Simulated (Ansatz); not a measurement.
AlBO$_{3}$ in space group R-3c (No. 167; Al on 6b, B on 6a, O on 18e), the program Ansatz at the PBEsol level (PAW), all energies at zero smearing, with the estimated change up to a 700 eV cutoff added, with one set of potentials and settings (totals compare only within such a set). Cell of 10 atoms (2 Al, 2 B, 6 O): -4732.039 eV.

| element | reference phase | E (eV/atom) |
|---|---|---|
| Al | Fm-3m, 1 atoms in the cell | -524.5507 |
| B | R-3m, 12 atoms in the cell | -152.6698 |
| O | C2/m, 4 atoms in the cell, spin-polarised | -558.3554 |

Formation energy per atom, worked out: (-4732.039 − 2×(-524.5507) − 2×(-152.6698) − 6×(-558.3554))/10 = -2.747 eV/atom (-265 kJ per mol of atoms), at 0 K, without zero-point energy or fitted corrections.

The workflow started from a Materials Project entry (that database holds measured and hypothetical structures alike); the Crystallography Open Database files this formula in space group No. 167, but the cells were not matched. Whether it is the stable phase at ambient conditions was not checked. The PBEsol relaxation kept the symmetry of its start; phonons on a q-mesh show no instability. The references are the lowest solids computed at this level, not always the standard phases (solids in place of the gases).

Potentials: the later of the program's two PAW sets.
